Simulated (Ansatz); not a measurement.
Values for one crystal, relaxed and computed with the program Ansatz at the r²SCAN level (PAW); other levels are named.

Volume per atom: 14.02 Å³
Electronic character: metallic (no gap)
Poisson's ratio: 0.23
Young's modulus: 690 GPa
Elastic constants (relaxed ions, GPa): C11 = 784, C12 = 237, C13 = 233, C33 = 883, C44 = 274
Zone-centre stability: no imaginary mode at Γ
Pressure derivative B′: 4.7

Task: Pick the material that matches.
A) Ti, hcp (Mg type)
B) Os, hcp (Mg type)
C) Co, hcp (Mg type)
D) Ni, hcp (Mg type)

Result: B, Os, hcp (Mg type)

Space group P6_3/mmc (hcp (Mg type)). The r²SCAN relaxation kept the symmetry of its start. The run is not spin-polarised. As this level gives no gap, shear constants depend on the k-mesh and smearing (Fermi–Dirac, 0.1 eV here). Scalar-relativistic: spin–orbit coupling is off unless named, which matters more the heavier the elements.

Potentials: the earlier of the program's two PAW sets. The files were generated under PBE; for other functionals the program regenerates the frozen cores, and for LDA and PBEsol the local potential too.
